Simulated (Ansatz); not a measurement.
Given:

HfGe$_{2}$:
```yaml
crystal:
  lattice:
    - [1.89069, -7.37003, 0.00000]
    - [1.89069, 7.37003, 0.00000]
    - [0.00000, 0.00000, 3.74661]
  atoms:
    - { symbol: Hf, position: [0.10460, 0.89540, 0.75000] }
    - { symbol: Hf, position: [0.89540, 0.10460, 0.25000] }
    - { symbol: Ge, position: [0.43892, 0.56108, 0.75000] }
    - { symbol: Ge, position: [0.56108, 0.43892, 0.25000] }
    - { symbol: Ge, position: [0.25030, 0.74970, 0.25000] }
    - { symbol: Ge, position: [0.74970, 0.25030, 0.75000] }
```

This is the PBEsol-relaxed structure.

Problem. All from PBEsol in the plane-wave PAW code Ansatz, unless another level is named. Predict the electronic character.

Solution. metallic (no gap).

Problem. What about the formation energy from the elements (no fitted shifts)?

Solution. -0.56 eV/atom.

Problem. Predict the density of states at the Fermi level.

Solution. 0.24 states/eV per atom (mean over ±0.08 eV).

Space group Cmcm. The first step of the workflow began from a Materials Project structure, measured or hypothetical; the Crystallography Open Database files this formula in space group No. 63, but the cells were not matched. Whether it is the stable phase at ambient conditions was not checked. Symmetry was held in the PBEsol relaxation; whether a distortion lowers the energy is not shown. The run is not spin-polarised. The references are the lowest solids computed at this level, not always the standard phases. Spin–orbit coupling is left out wherever it is not named.

Potentials: the later of the program's two PAW sets.
